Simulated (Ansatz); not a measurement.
Relaxation of a generated cell, NbSi2 placed in the AFLOW prototype A2B_cF24_227_d_a (C15, as in MgCu2); 6 atoms in the cell, which starts as Fd-3m, origin choice 1 (No. 227), cF24; a = b = c = 7.0876 Å, α = β = γ = 90.00°. The numbers are results of r2SCAN (plane waves to 500 eV, PAW, scalar-relativistic; Ansatz, a first-principles code), not measurements. Γ-centred k-mesh 6×6×6 on the run's cell (coarser than for final values), Fermi–Dirac smearing 0.05 eV. This is the first round of the run. 

The optimiser's lines from the output (shortened; P is positive under compression):

```
relax step   1: F+E_penalty+E_count = -11683.05562291 eV  Δ(F+E_penalty+E_count) = +0.000e0 eV  max|allowed force component| = 5.782e-18 eV/Å  Δτ_max = 0.0000 Å  P = -12.605 GPa  Ω = 89.010 Å³  (7 SCF iters, dr2 threshold 1.00e-7 eV, accepted)
relax step   2: F+E_penalty+E_count = -11683.32928896 eV  Δ(F+E_penalty+E_count) = -2.737e-1 eV  max|allowed force component| = 5.320e-17 eV/Å  Δτ_max = 0.0000 Å  P = +4.505 GPa  Ω = 80.248 Å³  (6 SCF iters, dr2 threshold 6.00e-7 eV, accepted)
relax step   3: F+E_penalty+E_count = -11683.35307735 eV  Δ(F+E_penalty+E_count) = -2.379e-2 eV  max|allowed force component| = 5.204e-17 eV/Å  Δτ_max = 0.0000 Å  P = -0.707 GPa  Ω = 82.383 Å³  (7 SCF iters, dr2 threshold 6.00e-7 eV, accepted)
relax step   4: F+E_penalty+E_count = -11683.35385680 eV  Δ(F+E_penalty+E_count) = -7.794e-4 eV  max|allowed force component| = 6.284e-17 eV/Å  Δτ_max = 0.0000 Å  P = -0.006 GPa  Ω = 82.076 Å³  (5 SCF iters, dr2 threshold 6.00e-7 eV, accepted)
relax step   5: F+E_penalty+E_count = -11683.35187418 eV  Δ(F+E_penalty+E_count) = +1.983e-3 eV  max|allowed force component| = 5.667e-17 eV/Å  Δτ_max = 0.0000 Å  P = -0.010 GPa  Ω = 82.076 Å³  stress off target by 9.72e-3 GPa  SCF on the basis re-selected at this cell (its energy is not comparable with the rows above)  (6 SCF iters)
```

From the first to the last row the energy changes by -0.05 eV/atom and the volume by -7.8 %. The last row is marked as not comparable with the walk above it, whose basis was carried along; it does compare with step 1, since both stand on a basis selected at the nominal cutoff for their own cell.

Later rounds, restarted from the end of this one on a renewed k-mesh, logged 3 more steps and released under 0.01 eV/atom more. The final structure after all rounds: Fd-3m, origin choice 1 (No. 227), cF24, cubic Laves (MgCu2 type); a = 6.901 Å, b = 6.901 Å, c = 6.901 Å, α = 90.00°, β = 90.00°, γ = 90.00°. Between re-selections the logged energies stand on a plane-wave basis carried along with the cell. No spin polarisation in the result.

The run could not lose the symmetry of its start, so the end can be a saddle point.

All atoms sit on sites fixed by symmetry, so only the cell could relax.

The relaxed structure here is a generated cell of NbSi2: the first start was made by placing the elements on the sites of a structure type, and the end was not matched to a known phase here, so it may be hypothetical. Known forms of NbSi2 include space group No. 180.
